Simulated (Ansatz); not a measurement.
Data:

PbO$_{2}$:
```cif
data_O4Pb2
_chemical_formula_sum 'Pb2 O4'
_space_group_name_H-M_alt 'P42/mnm'
_space_group_IT_number 136
_space_group_name_Hall '-P 4n 2n'
_cell_length_a 4.93648
_cell_length_b 4.93648
_cell_length_c 3.39059
_cell_angle_alpha 90.000
_cell_angle_beta 90.000
_cell_angle_gamma 90.000
loop_
_atom_site_label
_atom_site_type_symbol
_atom_site_symmetry_multiplicity
_atom_site_Wyckoff_symbol
_atom_site_fract_x
_atom_site_fract_y
_atom_site_fract_z
_atom_site_occupancy
Pb1 Pb 2 a 0.00000 0.00000 0.00000 1
O1 O 4 f 0.30738 0.30738 0.00000 1
```

This is the LDA-relaxed structure.

### Question
All from LDA in the plane-wave PAW code Ansatz, unless another level is named. Give the electronic character.

### Answer
metallic (no gap).

### Question
Next, the density of states at the Fermi level?

### Answer
0.04 states/eV per atom (mean over ±0.08 eV).

### Question
Next, the formation energy from the elements (no fitted shifts)?

### Answer
-0.91 eV/atom.

Space group P4_2/mnm (rutile). The cell was relaxed with LDA under the symmetry of its start; of distortions, only those at the zone centre were tested, and some modes there are weakly imaginary. A small band overlap can be real or an error of a semilocal functional. The references are the lowest solids computed at this level, not always the standard phases (solids in place of the gases). Scalar-relativistic: spin–orbit coupling is off unless named, which matters more the heavier the elements.

Potentials: the later of the program's two PAW sets.
